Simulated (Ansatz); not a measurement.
The relaxed structure here is a generated cell of Ir: the first start was made by a random draw of sites in a space group, and the end was not matched to a known phase here, so it may be hypothetical. Known forms of Ir include space group No. 225.

A relaxed structure of Ir. Calculation: PBE (plane waves to 420 eV, PAW, scalar-relativistic; Ansatz, a first-principles code).

```
CELL_PARAMETERS angstrom
      2.57030     0.00000     0.00000
      0.00000     2.57030     0.00000
      0.00000     0.00000     2.57030
ATOMIC_POSITIONS crystal
  Ir 0.50000 0.50000 0.50000
```

Question: Find the space group and the Wyckoff positions (tolerance 0.01 Å).

Answer: Space group Pm-3m (No. 221); a = 2.570 Å, b = 2.570 Å, c = 2.570 Å, α = 90.00°, β = 90.00°, γ = 90.00°

| atom | site | symmetry | x | y | z |
|---|---|---|---|---|---|
| Ir | 1b | m-3m | 0.5000 | 0.5000 | 0.5000 |

This is the AFLOW prototype A_cP1_221_a (A_h).

Question: Give the shortest distances between elements (the closest pairs, up to four, under 3.6 Å).

Answer: Ir–Ir 2.57 Å.

- Volume per atom: 16.98 Å³
- Band gap: no gap (metallic)

No spin polarisation in the result.

The run could not lose the symmetry of its start, so the end can be a saddle point.
